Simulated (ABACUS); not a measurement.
Worked example: self-consistent single point of WC (P-6m2, 2 atoms in the cell; from Materials Project mp-1894, changed as shown) in ABACUS.

Computed with PBE, numerical atomic orbitals TZDP (confined pseudo-atomic orbitals with Gaussian additions; energy shift 0.01 Ry), PseudoDojo 0.5 standard norm-conserving PBE (tails mended) pseudopotentials (ABACUS 3.10.1).

The change in words: volume scaled by 1.06. Reference geometry (P-6m2):
```
WC
1.0
    2.91659     0.00000     0.00000
   -1.45829     2.52584     0.00000
    0.00000     0.00000     2.83944
W C
1 1
Direct
  0.00000   0.00000   0.00000
  0.66667   0.33333   0.50000
```

Reference input (self-consistent single point, DFT, PBE, numerical atomic orbitals TZDP (confined pseudo-atomic orbitals with Gaussian additions; energy shift 0.01 Ry), PseudoDojo 0.5 standard norm-conserving PBE (tails mended) pseudopotentials): basis = TZDP numerical atomic orbitals, energy shift 0.01 Ry; KPT = Gamma 14 14 12 0 0 0; basis_type = lcao; ecutwfc = 100 Ry; smearing_method = mv; smearing_sigma = 0.0199916 Ry; potentials = PseudoDojo 0.5 standard norm-conserving PBE (tails mended); symmetry = 1; symmetry_prec = 1e-05; ks_solver = scalapack_gvx; scf_nmax = 100; scf_thr = 1.0e-07. This run's input differs from it in these lines:

```diff
@@ -32,5 +32,5 @@
 LATTICE_VECTORS
-   5.5115563178    0.0000000000    0.0000000000
-  -2.7557781589    4.7731477244    0.0000000000
-   0.0000000000    0.0000000000    5.3657639473
+   5.6196543213    0.0000000000    0.0000000000
+  -2.8098281055    4.8667628668    0.0000000000
+   0.0000000000    0.0000000000    5.4710027952
 
@@ -47,3 +47,3 @@
 1
-   1.4582964583    0.8419461581    1.4197200000 1 1 1
+   1.4868978202    0.8584591415    1.4475650000 1 1 1
 # file: KPT
```

Log, with long lists cut:

```
 SELF-CONSISTENT
 -------------------------------------------

                  longest orb rcut (Bohr) = 7.3
   longest nonlocal projector rcut (Bohr) = 2.06
                     search radius (Bohr) = 18.7

                          real space grid = [ 36, 36, 36 ]
                                 init_chg = atomic

 LCAO ALGORITHM --------------- ION=   1  ELEC=   1--------------------------------

 Density error is 0.118440993712
 E_KohnSham     -163.5243023868      -2224.8622739350
 E_Fermi        1.4354479637         19.5302714883

 LCAO ALGORITHM --------------- ION=   1  ELEC=   2--------------------------------

   [... lines left out ...]

   [... 5 blocks of this kind left out ...]

 LCAO ALGORITHM --------------- ION=   1  ELEC=   8--------------------------------

 Density error is 8.73488291576e-07
 E_KohnSham     -163.7554864742      -2228.0076948104
 E_Fermi        1.3968392043         19.0049723681

 LCAO ALGORITHM --------------- ION=   1  ELEC=   9--------------------------------

 Density error is 2.96308759251e-08
 E_KohnSham     -163.7554864744      -2228.0076948132
 E_KS(sigma->0) -163.7556945027      -2228.0105251838
 E_entropy(-TS) 0.0004160567         0.0056607412
 E_Fermi        1.3968388269         19.0049672341
 charge density convergence is achieved
 final etot is -2228.0076948 eV
 EFERMI = 19.004967234 eV

 STATE ENERGY(eV) AND OCCUPATIONS    NSPIN == 1
   [... 16 lines left out ...]

 TOTAL-FORCE (eV/Angstrom)
                        W1         0.0000000000         0.0000000000         0.0000000000
                        C1         0.0000000000         0.0000000000         0.0000000000

 TOTAL-STRESS (KBAR)
      -150.8427954242        -0.0000292851        -0.0000000000
        -0.0000292851      -150.8428286461         0.0000000000
         0.0000000000         0.0000000000      -169.5058915050
 TOTAL-PRESSURE: -157.063839 KBAR

 --------------------------------------------
 !FINAL_ETOT_IS -2228.0076948132336838 eV
 --------------------------------------------
```

The run converged in 9 iterations. Against the reference run the free energy rises by 22.0 meV/atom and the pressure goes from 5.44 to -15.71 GPa.

The atom-centred basis is finite, which shifts total energies and pressures against plane waves. The structure comes from a collection of computed structures, made at another level of theory; the collection holds predicted forms beside known ones.

Cost on one core: roughly 15 core-seconds.

The atomic orbitals were generated for these runs; they are not ABACUS's published sets and were checked against plane waves on a few crystals only.

“Tails mended”: in these copies of the files the far tail of each local potential was reset to the Coulomb form.
